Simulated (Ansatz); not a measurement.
This is a relaxation of cell and atoms with Ansatz 0.2.0 on a 20-atom cell of Sb2Se3 (Pnma) from a materials database; the level of theory is r2SCAN+rVV10. It starts from the PBE-D3(BJ) minimum.

```yaml
crystal:
  lattice:
    - [11.6977341704, 0.0, 0.0]
    - [0.0, 3.9890407192, 0.0]
    - [0.0, 0.0, 11.3383776396]
  atoms:
    - { symbol: Sb, position: [0.1510637756, 0.75, 0.0400465513] }
    - { symbol: Sb, position: [0.8489362244, 0.25, 0.9599534487] }
    - { symbol: Sb, position: [0.3489362244, 0.25, 0.5400465513] }
    - { symbol: Sb, position: [0.6510637756, 0.75, 0.4599534487] }
    - { symbol: Sb, position: [0.0199862471, 0.25, 0.3294373214] }
    - { symbol: Sb, position: [0.9800137529, 0.75, 0.6705626786] }
    - { symbol: Sb, position: [0.4800137529, 0.75, 0.8294373214] }
    - { symbol: Sb, position: [0.5199862471, 0.25, 0.1705626786] }
    - { symbol: Se, position: [0.9445457796, 0.75, 0.1329702078] }
    - { symbol: Se, position: [0.0554542204, 0.25, 0.8670297922] }
    - { symbol: Se, position: [0.5554542204, 0.25, 0.6329702078] }
    - { symbol: Se, position: [0.4445457796, 0.75, 0.3670297922] }
    - { symbol: Se, position: [0.216022573, 0.25, 0.1987771537] }
    - { symbol: Se, position: [0.783977427, 0.75, 0.8012228463] }
    - { symbol: Se, position: [0.283977427, 0.75, 0.6987771537] }
    - { symbol: Se, position: [0.716022573, 0.25, 0.3012228463] }
    - { symbol: Se, position: [0.6289877248, 0.75, 0.0531171577] }
    - { symbol: Se, position: [0.3710122752, 0.25, 0.9468828423] }
    - { symbol: Se, position: [0.8710122752, 0.25, 0.5531171577] }
    - { symbol: Se, position: [0.1289877248, 0.75, 0.4468828423] }
kpoints:
  mp_grid: { grid: [2, 6, 2] }
hamiltonian:
  xc: r2scan
  dispersion: rvv10
scf:
  occupations: { method: fermi_dirac, width: 0.02 }
relax:
  f_tol: 0.005
  cell: {}
```

Of the 9 recorded frames of the trajectory, 8 are shown, each with fractional positions and then forces in eV/Å along x, y and z. The last, and any step after a large change of cell, is solved on a basis re-selected at its cell; pressure is positive in compression.

Step 1: energy 0.0 meV/atom from step 1, largest force component 0.269 eV/Å, pressure +0.45 GPa; a = 11.698 Å, b = 3.989 Å, c = 11.338 Å, α = 90.00°, β = 90.00°, γ = 90.00°
```
Sb 0.1511 0.7500 0.0400    -0.140   0.000   0.163
Sb 0.8489 0.2500 0.9600     0.140   0.000  -0.163
Sb 0.3489 0.2500 0.5400     0.140   0.000   0.163
Sb 0.6511 0.7500 0.4600    -0.140   0.000  -0.163
Sb 0.0200 0.2500 0.3294     0.269   0.000   0.104
Sb 0.9800 0.7500 0.6706    -0.269   0.000  -0.104
Sb 0.4800 0.7500 0.8294    -0.269   0.000   0.104
Sb 0.5200 0.2500 0.1706     0.269   0.000  -0.104
Se 0.9445 0.7500 0.1330     0.179   0.000  -0.138
Se 0.0555 0.2500 0.8670    -0.179   0.000   0.138
Se 0.5555 0.2500 0.6330    -0.179   0.000  -0.138
Se 0.4445 0.7500 0.3670     0.179   0.000   0.138
Se 0.2160 0.2500 0.1988    -0.217   0.000  -0.045
Se 0.7840 0.7500 0.8012     0.217   0.000   0.045
Se 0.2840 0.7500 0.6988     0.217   0.000  -0.045
Se 0.7160 0.2500 0.3012    -0.217   0.000   0.045
Se 0.6290 0.7500 0.0531    -0.203   0.000   0.156
Se 0.3710 0.2500 0.9469     0.203   0.000  -0.156
Se 0.8710 0.2500 0.5531     0.203   0.000   0.156
Se 0.1290 0.7500 0.4469    -0.203   0.000  -0.156
```

Step 2 (rejected): energy +0.7 meV/atom from step 1, largest force component 0.318 eV/Å, pressure -0.37 GPa; a = 12.179 Å, b = 4.052 Å, c = 11.567 Å, α = 90.00°, β = 90.00°, γ = 90.00°
```
Sb 0.1460 0.7500 0.0382    -0.193   0.000  -0.172
Sb 0.8540 0.2500 0.9618     0.193   0.000   0.172
Sb 0.3540 0.2500 0.5382     0.193   0.000  -0.172
Sb 0.6460 0.7500 0.4618    -0.193   0.000   0.172
Sb 0.0230 0.2500 0.3299    -0.027   0.000  -0.097
Sb 0.9770 0.7500 0.6701     0.027   0.000   0.097
Sb 0.4770 0.7500 0.8299     0.027   0.000  -0.097
Sb 0.5230 0.2500 0.1701    -0.027   0.000   0.097
Se 0.9515 0.7500 0.1285    -0.207   0.000  -0.061
Se 0.0485 0.2500 0.8715     0.207   0.000   0.061
Se 0.5485 0.2500 0.6285     0.207   0.000  -0.061
Se 0.4515 0.7500 0.3715    -0.207   0.000   0.061
Se 0.2012 0.2500 0.1911     0.318   0.000   0.219
Se 0.7988 0.7500 0.8089    -0.318   0.000  -0.219
Se 0.2988 0.7500 0.6911    -0.318   0.000   0.219
Se 0.7012 0.2500 0.3089     0.318   0.000  -0.219
Se 0.6191 0.7500 0.0552     0.275   0.000   0.081
Se 0.3809 0.2500 0.9448    -0.275   0.000  -0.081
Se 0.8809 0.2500 0.5552    -0.275   0.000   0.081
Se 0.1191 0.7500 0.4448     0.275   0.000  -0.081
```

Step 3: energy -7.5 meV/atom from step 1, largest force component 0.118 eV/Å, pressure -0.10 GPa; a = 11.975 Å, b = 4.010 Å, c = 11.466 Å, α = 90.00°, β = 90.00°, γ = 90.00°
```
Sb 0.1473 0.7500 0.0400    -0.087   0.000   0.009
Sb 0.8527 0.2500 0.9600     0.087   0.000  -0.009
Sb 0.3527 0.2500 0.5400     0.087   0.000   0.009
Sb 0.6473 0.7500 0.4600    -0.087   0.000  -0.009
Sb 0.0233 0.2500 0.3297     0.118   0.000   0.010
Sb 0.9767 0.7500 0.6703    -0.118   0.000  -0.010
Sb 0.4767 0.7500 0.8297    -0.118   0.000   0.010
Sb 0.5233 0.2500 0.1703     0.118   0.000  -0.010
Se 0.9476 0.7500 0.1300     0.009   0.000  -0.030
Se 0.0524 0.2500 0.8700    -0.009   0.000   0.030
Se 0.5524 0.2500 0.6300    -0.009   0.000  -0.030
Se 0.4476 0.7500 0.3700     0.009   0.000   0.030
Se 0.2097 0.2500 0.1961    -0.022   0.000   0.013
Se 0.7903 0.7500 0.8039     0.022   0.000  -0.013
Se 0.2903 0.7500 0.6961     0.022   0.000   0.013
Se 0.7097 0.2500 0.3039    -0.022   0.000  -0.013
Se 0.6258 0.7500 0.0552    -0.005   0.000   0.019
Se 0.3742 0.2500 0.9448     0.005   0.000  -0.019
Se 0.8742 0.2500 0.5552     0.005   0.000   0.019
Se 0.1258 0.7500 0.4448    -0.005   0.000  -0.019
```

Step 4 (rejected): energy -6.6 meV/atom from step 1, largest force component 0.279 eV/Å, pressure +1.06 GPa; a = 12.010 Å, b = 3.962 Å, c = 11.545 Å, α = 90.00°, β = 90.00°, γ = 90.00°
```
Sb 0.1421 0.7500 0.0391     0.279   0.000  -0.037
Sb 0.8579 0.2500 0.9609    -0.279   0.000   0.037
Sb 0.3579 0.2500 0.5391    -0.279   0.000  -0.037
Sb 0.6421 0.7500 0.4609     0.279   0.000   0.037
Sb 0.0311 0.2500 0.3312    -0.124   0.000  -0.104
Sb 0.9689 0.7500 0.6688     0.124   0.000   0.104
Sb 0.4689 0.7500 0.8312     0.124   0.000  -0.104
Sb 0.5311 0.2500 0.1688    -0.124   0.000   0.104
Se 0.9462 0.7500 0.1285    -0.127   0.000   0.156
Se 0.0538 0.2500 0.8715     0.127   0.000  -0.156
Se 0.5538 0.2500 0.6285     0.127   0.000   0.156
Se 0.4462 0.7500 0.3715    -0.127   0.000  -0.156
Se 0.2098 0.2500 0.1952     0.055   0.000  -0.013
Se 0.7902 0.7500 0.8048    -0.055   0.000   0.013
Se 0.2902 0.7500 0.6952    -0.055   0.000  -0.013
Se 0.7098 0.2500 0.3048     0.055   0.000   0.013
Se 0.6290 0.7500 0.0535     0.071   0.000  -0.111
Se 0.3710 0.2500 0.9465    -0.071   0.000   0.111
Se 0.8710 0.2500 0.5535    -0.071   0.000  -0.111
Se 0.1290 0.7500 0.4465     0.071   0.000   0.111
```

Step 6 (rejected): energy -8.0 meV/atom from step 1, largest force component 0.132 eV/Å, pressure +0.14 GPa; a = 12.085 Å, b = 3.989 Å, c = 11.508 Å, α = 90.00°, β = 90.00°, γ = 90.00°
```
Sb 0.1436 0.7500 0.0364     0.096   0.000   0.132
Sb 0.8564 0.2500 0.9636    -0.096   0.000  -0.132
Sb 0.3564 0.2500 0.5364    -0.096   0.000   0.132
Sb 0.6436 0.7500 0.4636     0.096   0.000  -0.132
Sb 0.0310 0.2500 0.3301     0.000   0.000  -0.055
Sb 0.9690 0.7500 0.6699     0.000   0.000   0.055
Sb 0.4690 0.7500 0.8301     0.000   0.000  -0.055
Sb 0.5310 0.2500 0.1699     0.000   0.000   0.055
Se 0.9473 0.7500 0.1289     0.034   0.000   0.052
Se 0.0527 0.2500 0.8711    -0.034   0.000  -0.052
Se 0.5527 0.2500 0.6289    -0.034   0.000   0.052
Se 0.4473 0.7500 0.3711     0.034   0.000  -0.052
Se 0.2104 0.2500 0.1946    -0.053   0.000  -0.076
Se 0.7896 0.7500 0.8054     0.053   0.000   0.076
Se 0.2896 0.7500 0.6946     0.053   0.000  -0.076
Se 0.7104 0.2500 0.3054    -0.053   0.000   0.076
Se 0.6282 0.7500 0.0530     0.011   0.000  -0.036
Se 0.3718 0.2500 0.9470    -0.011   0.000   0.036
Se 0.8718 0.2500 0.5530    -0.011   0.000  -0.036
Se 0.1282 0.7500 0.4470     0.011   0.000   0.036
```

Step 7: energy -8.7 meV/atom from step 1, largest force component 0.020 eV/Å, pressure -0.02 GPa; a = 12.004 Å, b = 3.994 Å, c = 11.572 Å, α = 90.00°, β = 90.00°, γ = 90.00°
```
Sb 0.1453 0.7500 0.0388    -0.012   0.000  -0.003
Sb 0.8547 0.2500 0.9612     0.012   0.000   0.003
Sb 0.3547 0.2500 0.5388     0.012   0.000  -0.003
Sb 0.6453 0.7500 0.4612    -0.012   0.000   0.003
Sb 0.0292 0.2500 0.3291     0.020   0.000   0.006
Sb 0.9708 0.7500 0.6709    -0.020   0.000  -0.006
Sb 0.4708 0.7500 0.8291    -0.020   0.000   0.006
Sb 0.5292 0.2500 0.1709     0.020   0.000  -0.006
Se 0.9472 0.7500 0.1291    -0.004   0.000  -0.003
Se 0.0528 0.2500 0.8709     0.004   0.000   0.003
Se 0.5528 0.2500 0.6291     0.004   0.000  -0.003
Se 0.4472 0.7500 0.3709    -0.004   0.000   0.003
Se 0.2104 0.2500 0.1944    -0.004   0.000   0.004
Se 0.7896 0.7500 0.8056     0.004   0.000  -0.004
Se 0.2896 0.7500 0.6944     0.004   0.000   0.004
Se 0.7104 0.2500 0.3056    -0.004   0.000  -0.004
Se 0.6277 0.7500 0.0544    -0.009   0.000   0.007
Se 0.3723 0.2500 0.9456     0.009   0.000  -0.007
Se 0.8723 0.2500 0.5544     0.009   0.000   0.007
Se 0.1277 0.7500 0.4456    -0.009   0.000  -0.007
```

Step 8: energy -8.8 meV/atom from step 1, largest force component 0.003 eV/Å, pressure 0.00 GPa; a = 12.023 Å, b = 3.989 Å, c = 11.587 Å, α = 90.00°, β = 90.00°, γ = 90.00°
```
Sb 0.1448 0.7500 0.0386     0.000   0.000   0.001
Sb 0.8552 0.2500 0.9614     0.000   0.000  -0.001
Sb 0.3552 0.2500 0.5386     0.000   0.000   0.001
Sb 0.6448 0.7500 0.4614     0.000   0.000  -0.001
Sb 0.0301 0.2500 0.3292     0.001   0.000   0.002
Sb 0.9699 0.7500 0.6708    -0.001   0.000  -0.002
Sb 0.4699 0.7500 0.8292    -0.001   0.000   0.002
Sb 0.5301 0.2500 0.1708     0.001   0.000  -0.002
Se 0.9471 0.7500 0.1290    -0.001   0.000   0.001
Se 0.0529 0.2500 0.8710     0.001   0.000  -0.001
Se 0.5529 0.2500 0.6290     0.001   0.000   0.001
Se 0.4471 0.7500 0.3710    -0.001   0.000  -0.001
Se 0.2104 0.2500 0.1942     0.001   0.000  -0.003
Se 0.7896 0.7500 0.8058    -0.001   0.000   0.003
Se 0.2896 0.7500 0.6942    -0.001   0.000  -0.003
Se 0.7104 0.2500 0.3058     0.001   0.000   0.003
Se 0.6279 0.7500 0.0541     0.001   0.000   0.003
Se 0.3721 0.2500 0.9459    -0.001   0.000  -0.003
Se 0.8721 0.2500 0.5541    -0.001   0.000   0.003
Se 0.1279 0.7500 0.4459     0.001   0.000  -0.003
```

Step 9: energy -8.8 meV/atom from step 1, largest force component 0.003 eV/Å, pressure 0.00 GPa; a = 12.023 Å, b = 3.989 Å, c = 11.587 Å, α = 90.00°, β = 90.00°, γ = 90.00°
```
Sb 0.1448 0.7500 0.0386     0.000   0.000   0.001
Sb 0.8552 0.2500 0.9614     0.000   0.000  -0.001
Sb 0.3552 0.2500 0.5386     0.000   0.000   0.001
Sb 0.6448 0.7500 0.4614     0.000   0.000  -0.001
Sb 0.0301 0.2500 0.3292     0.001   0.000   0.002
Sb 0.9699 0.7500 0.6708    -0.001   0.000  -0.002
Sb 0.4699 0.7500 0.8292    -0.001   0.000   0.002
Sb 0.5301 0.2500 0.1708     0.001   0.000  -0.002
Se 0.9471 0.7500 0.1290    -0.001   0.000   0.000
Se 0.0529 0.2500 0.8710     0.001   0.000   0.000
Se 0.5529 0.2500 0.6290     0.001   0.000   0.000
Se 0.4471 0.7500 0.3710    -0.001   0.000   0.000
Se 0.2104 0.2500 0.1942     0.001   0.000  -0.003
Se 0.7896 0.7500 0.8058    -0.001   0.000   0.003
Se 0.2896 0.7500 0.6942    -0.001   0.000  -0.003
Se 0.7104 0.2500 0.3058     0.001   0.000   0.003
Se 0.6279 0.7500 0.0541     0.001   0.000   0.003
Se 0.3721 0.2500 0.9459    -0.001   0.000  -0.003
Se 0.8721 0.2500 0.5541    -0.001   0.000   0.003
Se 0.1279 0.7500 0.4459     0.001   0.000  -0.003
```

In 8 steps the volume changed by +5.0 %; between the first SCF and the last, each on a basis chosen for its cell, the energy fell by 8.8 meV an atom. Final cell: the symmetry is Pnma (No. 62, orthorhombic); a = 12.023 Å, b = 3.989 Å, c = 11.587 Å in the conventional setting, 27.78 Å³ an atom. Sb is surrounded by 5 Se at 2.60–3.00 Å; Sb is surrounded by 3 Se at 2.67–2.68 Å; Se is surrounded by 3 Sb at 2.60–3.00 Å; Se is surrounded by 3 Sb at 2.67–2.80 Å; Se is surrounded by 2 Sb at 2.68 Å.

**Question.** What wall time did it need on 1 × NVIDIA H100 80GB HBM3 with 4 threads of AMD EPYC 7R13 Processor (Zen 3), with other jobs on the host, load about 3.6 per core, and how much host memory at the peak?

**Answer.** About 100 s, with a peak of 1.7 GiB.

(Simulation; spin polarisation is off.)
